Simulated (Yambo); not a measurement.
```xyz
3
Lattice="3.1454 0.0000 0.0000 -1.5727 2.7240 0.0000 0.0000 0.0000 3.5354" Properties=species:S:1:pos:R:3 pbc="T T T"
B      1.5727     0.9080     1.7677
B      0.0000     1.8160     1.7677
Sc     0.0000     0.0000     0.0000
```

The geometry is that of Materials Project entry mp-2252, symmetrised and not relaxed again.

Q: Where are the main features of Im ε from RPA with local fields on LDA bands (Yambo; 18×18×14 mesh, 42 bands, 4 Ry local-field block, 0.25 eV broadening; field along x)?

A: Peaks at 2.1 eV (10), 5.4 eV (7.3), 8.2 eV (7.6), heights in brackets. Only interband transitions are included: the Drude term is missing, so nothing below about 0.6 eV and no real part is shown. Structure narrower than a few tenths of an eV can come from the finite k mesh.
